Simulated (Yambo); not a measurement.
G0W0@PBEsol for CdCl$_{2}$ (space group R-3m, No. 166) in Yambo. Reference settings: 4×4×4 Γ-centred k mesh, bands 5 to 147 and a 8 Ry block in the screening, 147 bands in G with the Bruneval-Gonze terminator, plasmon pole fitted at 27.2 eV. The PBEsol gap F → Γ on this mesh is 3.44 eV; G0W0 gaps are taken between the same points.

```csv
change from the reference,G0W0 gap F → Γ (eV),shift of the valence edge (eV)
reference settings,5.72,-1.53
exchange cut at 20 Ry,5.68,-1.34
"113 bands in W, 113 bands in G, 5 Ry block",5.66,-1.38
"56 bands in W, 56 bands in G, 3 Ry block",5.71,-1.19
"3 Ry block, no terminator",5.51,-1.20
"81 bands in W, 81 bands in G, 3 Ry block",5.60,-1.21
exchange cut at 10 Ry,?,-0.94
5 Ry block,?,-1.40
```

### Question
Estimate the withheld gaps from the other rows; the computed values follow.

### Answer

- exchange cut at 10 Ry, G0W0 gap F → Γ (eV): 5.59
- 5 Ry block, G0W0 gap F → Γ (eV): 5.63

The reference isn't shown to be the converged limit.

Spin-orbit coupling is not included.

Geometry of the Materials Project entry, not relaxed at this level; primitive cell a = b = c = 6.499 Å, α = β = γ = 34.52°.

A shift is the quasiparticle energy of the state minus its PBEsol energy.

The distance between layers or molecules is the database entry's, not relaxed here. Functionals without dispersion can leave it too large, which widens gaps and weakens the response across layers: the numbers belong to this cell.
